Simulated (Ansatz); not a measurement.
The relaxed structure here is a generated cell of Te2Mo: the first start was made by a random draw of sites in a space group, and the end was not matched to a known phase here, so it may be hypothetical. Known forms of Te2Mo include space group No. 194.

One starting cell of Te2Mo (a randomly generated symmetric cell of Te2Mo (space group No. 64)) was relaxed twice with Ansatz (plane waves, PAW, scalar-relativistic): with r2SCAN at 500 eV and with PBE at 420 eV. The r2SCAN result:

```xyz
3
Lattice="-2.3460 2.3460 3.3207 2.3460 -2.3460 3.3207 2.3460 2.3460 -3.3207" Properties=species:S:1:pos:R:3 pbc="T T T"
Mo     0.0000     0.0000     0.0000
Te     0.0000     2.3460     1.6603
Te     2.3460     0.0000     1.6603
```

```csv
quantity,r2SCAN,PBE
space group,Fm-3m,Fm-3m
volume (Å³/atom),24.37,___
a (Å),6.637,___
"gap (eV, no spin-orbit coupling)",0.00,___
```

Task: Fill in the PBE column.

Result: 
- volume (Å³/atom), PBE: 24.56
- a (Å), PBE: 6.655
- gap (eV, no spin-orbit coupling), PBE: 0.00

Both levels end in the same structure; PBE's volume is 0.8 % larger. Neither column is exact.

No spin polarisation in the result. A magnetic state may lie lower.

The run could not lower the symmetry of its start; a shaken copy of this end point relaxes with r2SCAN to C2/m (No. 12), 0.10 eV/atom lower.

Ansatz is a first-principles code.
